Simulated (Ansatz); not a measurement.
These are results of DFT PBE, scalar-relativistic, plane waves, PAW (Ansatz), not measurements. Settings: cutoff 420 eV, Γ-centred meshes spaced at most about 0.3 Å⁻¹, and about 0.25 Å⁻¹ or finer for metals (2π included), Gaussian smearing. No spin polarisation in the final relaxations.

All energies are static (0 K, no zero-point motion).

Two relaxed structures of ZnCl4:

A. Space group I-43m (No. 217), cubic, a = 6.528 Å. Around Zn lie 4 Cl at 2.28 Å; around Cl lies 1 Zn at 2.28 Å.

B. Space group Im-3m (No. 229), cubic, a = 6.147 Å. Zn is surrounded by 8 Cl at 2.66 Å; Cl has 2 Zn at 2.66 Å and 6 Cl at 3.07 Å.

Question: Which is lower in energy, and by how much?

Answer: A is lower, by 198 meV/atom. A has space group I-43m (No. 217), 27.8 Å³/atom and no gap on its mesh; B has space group Im-3m (No. 229), 23.2 Å³/atom and no gap. Counting Cl atoms around Zn (those within 1.25 times the shortest such distance or 1.15 times the sum of covalent radii; the shortest distance is added where it is long for a bond), A has Zn 4 and B has Zn 8 from 2.7 Å. Both come from invented guesses.

No dispersion correction is applied, so the spacing and binding between layers, chains or molecules are poorly described (I-43m), and this can change margins and order among such cells. A magnetic state wasn't ruled out in cells without spin, among them I-43m, Im-3m. Cells relaxed within their symmetry can be saddle points.
